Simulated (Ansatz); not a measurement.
This W₆Cl structure is the end of a relaxation. The cell was found from a proposed guess, not taken from experiment.

Theory: DFT PBE, scalar-relativistic, plane waves, PAW (Ansatz 0.2.0). Cutoff 420 eV, Γ-centred mesh, Gaussian smearing, no spin polarisation.

```
W Cl
1.0
     3.11812    0.00000    0.00000
     0.00000    4.46636    0.00000
     0.00000    0.00000    9.14287
W Cl
6 1
Cartesian
  0.0000 0.0000 0.0000
  1.5591 0.0000 6.9159
  1.5591 0.0000 2.2270
  1.5591 2.2332 0.0000
  0.0000 2.2332 2.2047
  0.0000 2.2332 6.9382
  0.0000 0.0000 4.5714
```

Formation energies are uncorrected and refer to the elements' standard structures at the same level (Cl₂ as a molecule).

(1) Find its symmetry and describe it.

(2) How far does it lie from the elements in energy?

(3) Is it a metal?

Answers

(1) Pmmm (No. 47). Conventional cell: a = 3.118 Å, b = 4.466 Å, c = 9.143 Å. Around W on a site of symmetry mmm lie 8 W at 2.72 Å and 6 W at 3.12–3.14 Å; W on a site of symmetry mm2 is surrounded by 6 W at 2.72 Å, 2 Cl at 2.82 Å and 4 W at 3.12–3.15 Å; around W on a second site of symmetry mmm lie 8 W at 2.70–2.72 Å and 6 W at 3.12–3.15 Å; around Cl lie 4 W at 2.82 Å, 2 Cl at 3.12 Å and 4 W at 3.25 Å; 1 more site not described.

(2) +0.56 eV/atom. It can't be a ground state, since the elements alone are lower.

(3) Yes, bands cross the Fermi level on the 10×8×4 mesh.

The last run used a 10×8×4 mesh (in the run's order of axes) for its 7-atom cell and Gaussian smearing of 0.10 eV. Spin–orbit coupling, which can matter for W, is left out. The cell is a metal run without spin; a magnetic state may lie lower. Symmetry constrained the relaxation, so the result can be a saddle point. Another cell of the same search, in P-1, lies 0.60 eV/atom lower, so this cell isn't the stable form at this level.
